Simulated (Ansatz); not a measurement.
Given:

K₂NaBiCl₆:
Space group Fm-3m (No. 225); a = b = c = 10.4572 Å, α = β = γ = 90.00°

```
atom  site  symmetry       x       y       z
----  ----  --------  ------  ------  ------
K       8c      -43m  0.2500  0.2500  0.2500
Na      4b      m-3m  0.5000  0.5000  0.5000
Bi      4a      m-3m  0.0000  0.0000  0.0000
Cl     24e      4m.m  0.0000  0.0000  0.2528
```
(The calculation used a cell of 10 atoms; values per cell refer to that cell.)

This is the LDA-relaxed structure.

**Question.** All from LDA (plane waves, PAW; program Ansatz), unless another level is named. Give the formation energy from the elements (no fitted shifts).

**Answer.** -1.49 eV/atom.

**Question.** Give the band gap.

**Answer.** 3.61 eV (indirect).

**Question.** Predict the hole effective mass.

**Answer.** 1.6, 1.6, 6.9 mₑ (principal values).

**Question.** What about the weight of the conduction-edge state by species (Voronoi cells)?

**Answer.** Cl 44 %, Bi 43 %, Na 11 %.

The first step of the workflow began from a Materials Project structure, measured or hypothetical; the Crystallography Open Database copy checked does not list it. Whether it is the stable phase at ambient conditions was not checked. Symmetry was held in the LDA relaxation. At this level the phase is dynamically unstable (imaginary phonons). The references are the lowest solids computed at this level, not always the standard phases (solids in place of the gases). Spin–orbit coupling is left out wherever it is not named.

Potentials: the later of the program's two PAW sets.
